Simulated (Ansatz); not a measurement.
Relaxed-ion elastic tensor of BaInHO₂ in space group P4/mmm (No. 123; Ba on 1d, In on 1a, O on 2f, H on 1b) in GPa (Voigt order), PBEsol (plane waves, PAW; program Ansatz); density 6.65 g/cm³, 14.24 Å³ per atom.

```
 216  82.5  54.4   0.0   0.0   0.0
82.5   216  54.4   0.0   0.0   0.0
54.4  54.4   158   0.0   0.0   0.0
 0.0   0.0   0.0  51.0   0.0   0.0
 0.0   0.0   0.0   0.0  51.0   0.0
 0.0   0.0   0.0   0.0   0.0  74.7
```

### Question
Is the crystal mechanically stable?

### Answer
Yes: the smallest eigenvalue of C is 51.0 GPa.

### Question
Work out the Voigt, Reuss and Hill averages.

### Answer
K_V = 108, K_R = 104, K_H = 106; G_V = 61.9, G_R = 60.0, G_H = 61.0 GPa.

### Question
Give Young's modulus, Poisson's ratio, Pugh's ratio and the universal anisotropy index.

### Answer
E = 9KG/(3K + G) = 153 GPa; ν = 0.26; K/G = 1.74 (near the Pugh limit of 1.75, no verdict); A_U = 5G_V/G_R + K_V/K_R − 6 = 0.20.

### Question
Estimate the sound speeds and the Debye temperature.

### Answer
v_l = √((K + 4G/3)/ρ) = 5310 m/s, v_t = √(G/ρ) = 3030 m/s, mean 3370 m/s; Θ = (h/k)(3n/4πV)^(1/3) v_m = 413 K.

### Question
Solve the Christoffel equation for the three sound speeds along x, y, z.

### Answer
Eigenvalues of C_ijkl n_j n_l equal ρv². In km/s, slowest first: x 2.77, 3.35, 5.70; y 2.77, 3.35, 5.70; z 2.77, 2.77, 4.88.

### Question
How much does each axis shrink under pressure?

### Answer
Linear compressibilities β_i = Σ_j S_ij (j = 1 to 3): x 2.5, y 2.5, z 4.6 per TPa.

The start of the workflow was typed in or built on a structure type; neither database checked (COD, Materials Project) lists it. Whether it is the stable phase at ambient conditions was not checked. The cell was relaxed with PBEsol under the symmetry of its start. At this level the phase is dynamically unstable (imaginary phonons). Spin–orbit coupling is left out wherever it is not named.

Potentials: the earlier of the program's two PAW sets. The files were generated under PBE; for other functionals the program regenerates the frozen cores, and for LDA and PBEsol the local potential too.
